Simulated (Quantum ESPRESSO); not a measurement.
# AlInHf6: a guest atom moved from site to site

Computed values, not a measurement. The program is pw.x of Quantum ESPRESSO 7.5 (plane-wave density functional theory). The cell is made up: eight metal atoms on a face-centred cubic lattice, with elements, volume, strain and displacements drawn at random and not relaxed, so it may be unstable or far from any real phase. PseudoDojo standard norm-conserving files set the functional (PBE unless stated); there is no spin polarisation or spin-orbit coupling, the Fermi-Dirac width of 0.25 eV means electrons at about 2900 K, and the masses in the input are unused placeholders. Heavy elements are run without spin-orbit coupling, which real alloys of them have. A spin test at this wide smearing found no moment, but such smearing suppresses magnetism that the real alloy may have.

The runs move one In atom among sites that otherwise hold Hf. Cell, positions, cutoff, mesh and smearing stay as in the input of run 1; sites are counted in its order. Stress in the tables is positive in tension.

Input of run 1:

```
&control calculation='scf', pseudo_dir='./dojo.nc.sr.pbe.v0_5.standard.upf', outdir='./o', disk_io='minimal', tprnfor=.true., tstress=.true. /
&system ibrav=0, nat=8, ntyp=3, nbnd=60, ecutwfc=69.97070942, nosym=.true., tot_charge=0,
 occupations='smearing', smearing='fd', degauss=0.0183746611
/
&electrons conv_thr=1.470e-08, electron_maxstep=70, mixing_beta=0.5 /
ATOMIC_SPECIES
Al 1.0 Al.upf
Hf 1.0 Hf.upf
In 1.0 In.upf
CELL_PARAMETERS angstrom
-0.0087 2.1594 2.1293
-4.3437 2.3056 -2.258
-4.0464 -6.5848 6.5118
ATOMIC_POSITIONS angstrom
Al 0.0398 -0.0434 0.0244
In -4.0699 -4.4507 4.3279
Hf -4.2343 -2.1799 2.1105
Hf -4.259 0.0589 -0.1343
Hf -1.9902 -2.2089 4.3226
Hf -2.0672 -0.0428 2.2198
Hf -2.1283 2.2375 0.0041
Hf -6.2689 -2.1229 4.2779
K_POINTS automatic
8 5 3 1 1 1
```

| run | elements on sites 1 to 8 | free energy less that of run 1 (eV) | -TS (eV) | pressure (GPa) | stress xx (GPa) | stress yy (GPa) | stress zz (GPa) | stress yz (GPa) | stress xz (GPa) | stress xy (GPa) | iterations |
| --- | --- | --- | --- | --- | --- | --- | --- | --- | --- | --- | --- |
| 1 | Al In Hf Hf Hf Hf Hf Hf | 0.000 | -1.518 | 9.39 | -9.13 | -9.10 | -9.94 | -1.66 | 1.94 | -2.63 | 17 |
| 2 | Al Hf In Hf Hf Hf Hf Hf | 0.049 | -1.605 | 8.81 | -9.54 | -8.21 | -8.70 | -1.78 | 2.54 | -3.28 | 17 |
| 3 | Al Hf Hf In Hf Hf Hf Hf | -0.017 | -1.533 | 9.26 | -9.00 | -9.13 | -9.64 | -1.90 | 2.05 | -2.68 | 17 |
| 4 | Al Hf Hf Hf Hf In Hf Hf | 0.460 | -1.612 | 10.02 | -10.82 | -9.56 | -9.67 | -2.89 | 2.07 | -2.78 | 17 |
| 5 | Al Hf Hf Hf Hf Hf In Hf | 0.470 | -1.521 | 11.48 | -12.25 | -10.90 | -11.30 | -4.65 | 0.84 | -1.59 | 14 |

Forces Fx Fy Fz (eV/Å):

```
site              run 1              run 2              run 3              run 4              run 5
   1    0.03 -0.14 0.37    -0.04 0.09 0.09   -0.12 0.34 -0.15    0.11 0.19 -0.01    -0.06 0.09 0.05
   2   -0.22 0.50 -0.04    -0.10 0.27 0.30     0.08 0.49 0.08    -0.03 0.36 0.20     0.11 0.40 0.21
   3     0.59 0.44 0.01     0.49 0.16 0.16     0.30 0.03 0.48     0.24 0.18 0.27     0.47 0.24 0.28
   4     0.30 0.04 0.77     0.38 0.21 0.51    0.51 -0.05 0.68    0.51 -0.08 0.63     0.25 0.11 0.65
   5  -0.46 -0.31 -0.11  -0.35 -0.26 -0.10  -0.19 -0.27 -0.17  -0.34 -0.40 -0.02  -0.36 -0.31 -0.22
   6    0.35 0.55 -1.09    0.31 0.56 -1.05   -0.17 0.70 -1.14    0.02 0.56 -0.92    0.12 0.43 -0.99
   7  -0.34 -0.25 -0.40   0.01 -0.25 -0.29   0.41 -0.41 -0.20  -0.04 -0.09 -0.43   0.05 -0.26 -0.22
   8   -0.24 -0.82 0.50   -0.69 -0.77 0.37   -0.82 -0.82 0.43   -0.47 -0.73 0.29   -0.58 -0.69 0.23
```

The sites are displaced and not relaxed, so the energy differences hold strain from misfit and are not ordering energies. A rerun of one cell of this series at a higher cutoff and on a denser mesh moved values by no more than 0.003 eV in energy, 0.09 GPa in stress and 0.006 eV/Å in force, and a second program with other atomic files agreed on that cell to 2 % rms in force and 0.5 GPa in pressure.